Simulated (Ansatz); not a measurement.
Starting cell, WS2 (2H-MoS2 type, space group P6_3/mmc):

```yaml
crystal:
  lattice:
    - [3.15429, 0.00000, 0.00000]
    - [-1.57715, 2.73170, 0.00000]
    - [0.00000, 0.00000, 12.14086]
  atoms:
    - { symbol: W, position: [0.33333, 0.66667, 0.25000] }
    - { symbol: W, position: [0.66667, 0.33333, 0.75000] }
    - { symbol: S, position: [0.33333, 0.66667, 0.62030] }
    - { symbol: S, position: [0.66667, 0.33333, 0.12030] }
    - { symbol: S, position: [0.66667, 0.33333, 0.37970] }
    - { symbol: S, position: [0.33333, 0.66667, 0.87970] }
```

In this cell atom 5 (S, nearest neighbour W at 2.408 Å; its periodic images, 3.2 Å or more away, move with it) is moved by u·(1.000, 0.000, 0.000) + v·(0.000, 1.000, 0.000); the rest is frozen.

These are PBE-D3(BJ) (plane waves to 420 eV, PAW, scalar-relativistic; Ansatz, an electronic-structure program) values and carry that method's errors. k mesh 10×10×3 (Γ-centred), Fermi-Dirac smearing 0.05 eV. Points where atoms come too close for the PAW data are left out (x in tables, blank in figures). As the smearing reaches across the gap at some points, energies and forces of such displacements shift with the k mesh and the smearing. Fu and Fv are the components of the force on the atom. Spin-orbit coupling is left out, though W is heavy. The PAW data are Ansatz's earlier set. WS2 is run without spin polarisation. WS2 was relaxed with its symmetry unable to fall. 

```tsv
Fv (eV/Å)	u = -0.790	u = -0.395	u = 0.000	u = 0.395	u = 0.790
v = -0.790	2.99	x	x	x	2.99
v = -0.395	0.04	…	…	…	0.04
v = 0.000	x	-1.05	0.00	-1.05	x
v = 0.395	x	-3.60	-2.93	-3.60	x
v = 0.790	x	x	-2.34	x	x
```

Some entries are withheld; supply them.


- v = -0.395, u = -0.395: 3.68
- v = -0.395, u = 0.000: 4.99
- v = -0.395, u = 0.395: 3.68

(For displaced atoms, the force is minus the slope of the energy, and its curvature is a force constant, which sets phonon frequencies.)
